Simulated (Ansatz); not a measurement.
Two inputs for AlN with an Al vacancy

Cell: a supercell of AlN (wurtzite type, P6_3mc) built from a structure deposited in the COD (the entry's cell lengths or inner coordinates differ somewhat from later room-temperature determinations), with all atoms left at the host's positions.

```
Al N
1.0
     9.33900    0.00000    0.00000
    -3.11300    5.39187    0.00000
     0.00000    0.00000    9.96200
Al N
23 24
Direct
  0.11111 0.33333 0.50000
  0.11111 0.83333 0.00000
  0.11111 0.83333 0.50000
  0.44444 0.33333 0.00000
  0.44444 0.33333 0.50000
  0.44444 0.83333 0.00000
  0.44444 0.83333 0.50000
  0.77778 0.33333 0.00000
  0.77778 0.33333 0.50000
  0.77778 0.83333 0.00000
  0.77778 0.83333 0.50000
  0.22222 0.16667 0.25000
  0.22222 0.16667 0.75000
  0.22222 0.66667 0.25000
  0.22222 0.66667 0.75000
  0.55556 0.16667 0.25000
  0.55556 0.16667 0.75000
  0.55556 0.66667 0.25000
  0.55556 0.66667 0.75000
  0.88889 0.16667 0.25000
  0.88889 0.16667 0.75000
  0.88889 0.66667 0.25000
  0.88889 0.66667 0.75000
  0.11111 0.33333 0.19000
  0.11111 0.33333 0.69000
  0.11111 0.83333 0.19000
  0.11111 0.83333 0.69000
  0.44444 0.33333 0.19000
  0.44444 0.33333 0.69000
  0.44444 0.83333 0.19000
  0.44444 0.83333 0.69000
  0.77778 0.33333 0.19000
  0.77778 0.33333 0.69000
  0.77778 0.83333 0.19000
  0.77778 0.83333 0.69000
  0.22222 0.16667 0.44000
  0.22222 0.16667 0.94000
  0.22222 0.66667 0.44000
  0.22222 0.66667 0.94000
  0.55556 0.16667 0.44000
  0.55556 0.16667 0.94000
  0.55556 0.66667 0.44000
  0.55556 0.66667 0.94000
  0.88889 0.16667 0.44000
  0.88889 0.16667 0.94000
  0.88889 0.66667 0.44000
  0.88889 0.66667 0.94000
```

Sites (sets of like atoms) are named by element and the number of their first atom in this list.

Reference run. Level of theory: DFT, PBE, plane waves and PAW, scalar-relativistic, 420 eV cutoff, Γ-centred 3×4×2 k-points, Fermi–Dirac smearing 0.01 eV, cell charge -3 (Ansatz 0.2.0).

(1) The input is changed as follows: `magnetization`: not typed → {spin_polarized: true}; `kpoints.mp_grid.grid`: [3, 4, 2] → [1, 1, 1]. What happens to V_zz (10²¹ V/m²) and η?

Results:

(1) 

```json
{"site": "Al8", "atom": "8", "V_zz reference": "-1.27", "η reference": "0.92", "V_zz changed": "-2.15", "η changed": "0.59"}
{"site": "Al12", "atom": "12", "V_zz reference": "-1.38", "η reference": "0.55", "V_zz changed": "-2.25", "η changed": "0.25"}
{"site": "Al21", "atom": "21", "V_zz reference": "-1.25", "η reference": "0.50", "V_zz changed": "-1.07", "η changed": "0.93"}
{"site": "N24", "atom": "24", "V_zz reference": "-1.07", "η reference": "0.37", "V_zz changed": "-1.38", "η changed": "0.74"}
{"site": "N25", "atom": "25", "V_zz reference": "-0.86", "η reference": "0.25", "V_zz changed": "-1.14", "η changed": "0.84"}
{"site": "N26", "atom": "26", "V_zz reference": "0.92", "η reference": "0.77", "V_zz changed": "-2.26", "η changed": "0.37"}
{"site": "N28", "atom": "28", "V_zz reference": "-0.48", "η reference": "0.74", "V_zz changed": "-1.27", "η changed": "0.55"}
{"site": "N29", "atom": "29", "V_zz reference": "-0.53", "η reference": "0.14", "V_zz changed": "-1.10", "η changed": "0.71"}
{"site": "N30", "atom": "30", "V_zz reference": "-0.43", "η reference": "0.84", "V_zz changed": "-1.16", "η changed": "0.61"}
{"site": "N31", "atom": "31", "V_zz reference": "-0.50", "η reference": "0.29", "V_zz changed": "-1.11", "η changed": "0.57"}
{"site": "N32", "atom": "32", "V_zz reference": "-0.42", "η reference": "0.94", "V_zz changed": "-1.34", "η changed": "0.46"}
{"site": "N34", "atom": "34", "V_zz reference": "-0.41", "η reference": "0.88", "V_zz changed": "-1.24", "η changed": "0.58"}
{"site": "N37", "atom": "37", "V_zz reference": "-2.89", "η reference": "0.30", "V_zz changed": "-4.46", "η changed": "0.32"}
{"site": "N39", "atom": "39", "V_zz reference": "-2.90", "η reference": "0.26", "V_zz changed": "-4.19", "η changed": "0.35"}
{"site": "N43", "atom": "43", "V_zz reference": "-1.33", "η reference": "0.65", "V_zz changed": "1.99", "η changed": "0.42"}
{"site": "N44", "atom": "44", "V_zz reference": "-0.77", "η reference": "0.42", "V_zz changed": "-0.92", "η changed": "0.66"}
{"site": "N45", "atom": "45", "V_zz reference": "-1.76", "η reference": "0.58", "V_zz changed": "2.40", "η changed": "0.28"}
{"site": "N47", "atom": "47", "V_zz reference": "1.10", "η reference": "0.61", "V_zz changed": "-2.26", "η changed": "0.81"}
```

The largest change of V_zz along a kept axis is on N37, from -2.89 to -4.46. Small gradients that grow severalfold: N32 (-0.42 to -1.34), N42 (-0.38 to -1.15), N40 (-0.36 to -1.13), Al11 (-0.20 to -1.08) and 1 more site. In per cent, |V_zz| changes by -14 to +70 on Al, +45 to +54 on N (all sites that start above 0.5, bar those whose gradient vanishes or changes sign or whose main axis turns by over 40°). Where |V_zz| stays above 0.1 and the axes keep their order, η moves most on Al8, from 0.92 to 0.59. On Al21, Al22 (not all in the table) V_xx and V_yy change places (or their axes turn by over 50°), so the two values of η hide a larger change. On N45, N43, N47, N24, N26, N25, N44, N29 and 29 more sites (not all in the table) the largest principal value lies along another axis in the second run, so the two V_zz can't be compared directly. The table leaves out 29 of the 47 sites, with |V_zz| up to 2.19; their tensors move by 1.39 at most along any direction. The statements above cover all sites. SCF iterations: 9 and 18. New warnings: seeded moment not kept. In the changed run the k-mesh is coarser than the standard one, so its values aren't converged ones.

On the reference run: The defect repeats with the cell of 47 atoms, so it feels its images: sites between two images don't show the values beside a lone defect, and zeros or small values of η there can come from the images' arrangement. Al and N carry a gradient in the pure host already, so the values there aren't the defect's effect alone. A uniform background compensates the cell's charge. With a gap of 0.9 eV on this mesh, small gradients can still move by 0.1 × 10²¹ V/m² or more as the k-mesh gets denser. The neighbours have not yet relaxed around the defect (largest force 2.9 eV/Å), so a real crystal will differ.
